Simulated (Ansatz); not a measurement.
Relaxed candidate structures of ZrN:

**A**
```cif
data_N2Zr2
_chemical_formula_sum 'Zr2 N2'
_space_group_name_H-M_alt 'P 1'
_space_group_IT_number 1
_cell_length_a 5.85470
_cell_length_b 5.85470
_cell_length_c 5.85470
_cell_angle_alpha 150.619
_cell_angle_beta 150.619
_cell_angle_gamma 42.033
loop_
_space_group_symop_operation_xyz
  'x, y, z'
loop_
_atom_site_label
_atom_site_type_symbol
_atom_site_fract_x
_atom_site_fract_y
_atom_site_fract_z
_atom_site_occupancy
Zr1 Zr 0.00310 0.00310 0.00000 1
Zr2 Zr 0.75310 0.25310 0.50000 1
N1 N 0.41290 0.41290 0.00000 1
N2 N 0.16290 0.66290 0.50000 1
```

**B**
```xyz
6
Lattice="4.4322 0.0000 0.0000 0.0000 4.4322 0.0000 0.0000 0.0000 4.4322" Properties=species:S:1:pos:R:3 pbc="T T T"
N      0.0000     2.2161     2.2161
N      2.2161     0.0000     2.2161
N      2.2161     2.2161     0.0000
Zr     2.2161     0.0000     0.0000
Zr     0.0000     2.2161     0.0000
Zr     0.0000     0.0000     2.2161
```

**C**
```xyz
6
Lattice="4.7396 2.7364 1.0016 -4.7396 2.7364 1.0016 0.0000 -5.4728 1.0016" Properties=species:S:1:pos:R:3 pbc="T T T"
Zr     0.0000    -3.7278     0.7041
Zr    -3.2284     1.8639     0.7041
Zr     3.2284     1.8639     0.7041
N      0.0000    -1.6179     1.1858
N     -1.4011     0.8089     1.1858
N      1.4011     0.8089     1.1858
```

**D**
```
CELL_PARAMETERS angstrom
      3.16269     0.00000     0.00000
     -1.58134     2.73897     0.00000
      0.00000     0.00000     5.44114
ATOMIC_POSITIONS crystal
  Zr 0.33333 0.66667 0.75000
  Zr 0.66667 0.33333 0.25000
  N  0.00000 0.00000 0.00000
  N  0.00000 0.00000 0.50000
```

**E**
```xyz
2
Lattice="3.0697 0.0000 0.0000 0.0000 3.0697 0.0000 0.0000 0.0000 3.4475" Properties=species:S:1:pos:R:3 pbc="T T T"
Zr     1.5348     1.5348     0.0000
N      0.0000     0.0000     0.0000
```

### Question
Order them by energy per atom (lowest first) at the level PBEsol (plane waves to 420 eV, PAW, scalar-relativistic; Ansatz, a quantum-chemistry and plane-wave program).

### Answer
D (reference), A (+0.39 eV/atom), C (+0.50 eV/atom), E (+0.81 eV/atom), B (+1.11 eV/atom)

The lowest structure calculated, Fm-3m, cF8, rock salt type, is not among these; it lies 0.05 eV/atom below the lowest of them. Probably no minimum, since a slightly shaken restart fell lower: P4/mmm, tP2 (by 0.85 eV/atom, to Fm-3m). Each run could gain symmetry but not lose that of its start, so entries can be saddle points. All of these are generated cells (placed on structure types, drawn at random, substituted or restacked) that were not matched to a known phase here. Energies are at zero temperature and pressure, without zero-point motion. No spin polarisation in the result.
